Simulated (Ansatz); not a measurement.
Given:

BP:
```cif
data_B4P4
_chemical_formula_sum 'P4 B4'
_space_group_name_H-M_alt 'F-43m'
_space_group_IT_number 216
_space_group_name_Hall 'F -4 2 3'
_cell_length_a 4.49053
_cell_length_b 4.49053
_cell_length_c 4.49053
_cell_angle_alpha 90.000
_cell_angle_beta 90.000
_cell_angle_gamma 90.000
loop_
_atom_site_label
_atom_site_type_symbol
_atom_site_symmetry_multiplicity
_atom_site_Wyckoff_symbol
_atom_site_fract_x
_atom_site_fract_y
_atom_site_fract_z
_atom_site_occupancy
P1 P 4 c 0.25000 0.25000 0.25000 1
B1 B 4 a 0.00000 0.00000 0.00000 1
```
(The calculation used a cell of 2 atoms; values per cell refer to that cell.)

This is the LDA-relaxed structure.

Question: All from plane-wave PAW LDA (Ansatz code), unless another level is named. Estimate the electron effective mass.

Answer: 0.22, 0.22, 1.3 mₑ (principal values).

Question: What about the smallest direct gap on the standard path?

Answer: 3.43 eV.

Question: Predict the hole effective mass, band 1 of 3 at the edge.

Answer: 0.36 along [100], 2.6 along [110], 0.64 along [111] (mₑ).

Question: Next, the hole effective mass, band 3 of 3 at the edge?

Answer: 0.25 along [100], 0.16 along [110], 0.13 along [111] (mₑ).

Question: What about the weight of the valence-edge state by species (Voronoi cells)?

Answer: B 56 %, P 44 %.

Question: Predict the conduction-band minimum.

Answer: on the Γ–X line, 83 % of the way from Γ (6 equivalent valleys).

Symmetry was held in the LDA relaxation; phonons on a q-mesh show no instability.

Potentials: the later of the program's two PAW sets.
